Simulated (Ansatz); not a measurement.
Input:

SiGeO3:
```cif
data_GeO3Si
_chemical_formula_sum 'Si1 Ge1 O3'
_space_group_name_H-M_alt 'P 1'
_space_group_IT_number 1
_cell_length_a 3.40851
_cell_length_b 3.40851
_cell_length_c 4.40364
_cell_angle_alpha 90.000
_cell_angle_beta 90.000
_cell_angle_gamma 90.000
loop_
_space_group_symop_operation_xyz
  'x, y, z'
loop_
_atom_site_label
_atom_site_type_symbol
_atom_site_fract_x
_atom_site_fract_y
_atom_site_fract_z
_atom_site_occupancy
Si1 Si 0.50000 0.50000 0.60397 1
Ge1 Ge 0.00000 0.00000 0.15274 1
O1 O 0.00000 0.50000 0.48266 1
O2 O 0.50000 0.00000 0.48266 1
O3 O 0.50000 0.50000 0.96816 1
```

This is the r²SCAN+D4-relaxed structure.

### Question
All from plane-wave PAW r²SCAN+D4 (Ansatz code), unless another level is named. Give the smallest direct gap on the standard path.

### Answer
2.92 eV.

### Question
Next, the formation energy from the elements (no fitted shifts)?

### Answer
-1.91 eV/atom.

### Question
And the gap with spin–orbit coupling?

### Answer
2.26 eV.

Space group P4mm. The start of the workflow was typed in or built on a structure type; neither database checked (COD, Materials Project) lists it. Its standing as an ambient phase is unchecked. The cell was relaxed with r²SCAN+D4 under the symmetry of its start; its stability against distortions is not shown here. The references are the lowest solids computed at this level, not always the standard phases (solids in place of the gases). Scalar-relativistic: spin–orbit coupling is off unless named, which matters more the heavier the elements.

Potentials: the later of the program's two PAW sets.
